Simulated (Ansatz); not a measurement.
All numbers below come from Ansatz, DFT PBE, scalar-relativistic, plane waves, PAW, and for the lanthanide a 4f-in-core norm-conserving potential. All cells share a 660 eV cutoff and Γ-centred k meshes spaced about 0.3 Å⁻¹ or finer (0.25 for metals, 2π included). No spin polarisation.

These relaxed cells of NdHf both derive from the fcc lattice, more or less distorted, and differ in how Nd and Hf are arranged on its sites.

Cell 1.

Space group P4/mmm (No. 123). a = 3.362 Å, b = 3.362 Å, c = 4.848 Å, α = 90.00°, β = 90.00°, γ = 90.00°
```
atom  site  symmetry       x       y       z
  Nd    1a     4/mmm  0.0000  0.0000  0.0000
  Hf    1d     4/mmm  0.5000  0.5000  0.5000
```

Cell 2.

Space group P4/nmm:1 (No. 129). a = 3.311 Å, b = 3.311 Å, c = 10.246 Å, α = 90.00°, β = 90.00°, γ = 90.00°
```tsv
atom	site	symmetry	x	y	z
Nd	2c	4mm	0.0000	0.5000	0.1503
Hf	2c	4mm	0.0000	0.5000	0.5996
```

Question: Which of the two orders is favoured, and by what margin per atom?

Answer: Cell 2 (P4/nmm) is lower; cell 1 (P4/mmm) lies 123 meV/atom higher. Cell 2, 28.1 Å³/atom, no gap on its mesh: around Nd lie 4 Nd at 3.31 Å, 4 Hf at 3.47 Å and 4 Nd at 3.87 Å; Hf has 4 Hf at 3.11 Å, 4 Hf at 3.31 Å and 4 Nd at 3.47 Å. Cell 1, 27.4 Å³/atom, no gap on its mesh: Nd has 4 Nd at 3.36 Å and 8 Hf at 3.40 Å; Hf has 4 Hf at 3.36 Å and 8 Nd at 3.40 Å.

These runs have no spin–orbit coupling, which can matter for Hf. With atoms moved at random, cell 2 came back. Cell 1 had no clear such test and can be a saddle point. Other orderings may lie lower.

The lanthanide is trivalent by construction, without f bands, f moments or other valences.
